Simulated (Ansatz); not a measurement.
B in space group Pm-3m (No. 221; B on 6f) at seven volumes, PBE (plane waves, PAW; program Ansatz), shape and atoms relaxed at each. One row is withheld.

```csv
V (Å³/atom),P (GPa)
10.899,?
11.258,8.67
11.617,4.04
11.976,-0.01
12.336,-3.55
12.695,-6.66
13.054,-9.38
```

Q: Fit the shown pressures and predict the withheld one.

A: Third-order Birch–Murnaghan: P = (3/2)B₀(x^(7/2) − x^(5/2))[1 + (3/4)(B′ − 4)(x − 1)] with x = (V₀/V)^(2/3). Least squares on the six rows gives V₀ = 11.976 Å³/atom, B₀ = 126.2 GPa, B′ = 3.44. At V = 10.899, x = 1.0648 and P = 13.97 GPa. The run itself gave 13.95 GPa.

The start of the workflow was typed in or built on a structure type; neither database checked (COD, Materials Project) lists it. It is not the phase usual at ambient conditions (space group No. 166). Symmetry was held in the PBE relaxation; whether a distortion lowers the energy is not shown.

Potentials: the later of the program's two PAW sets.
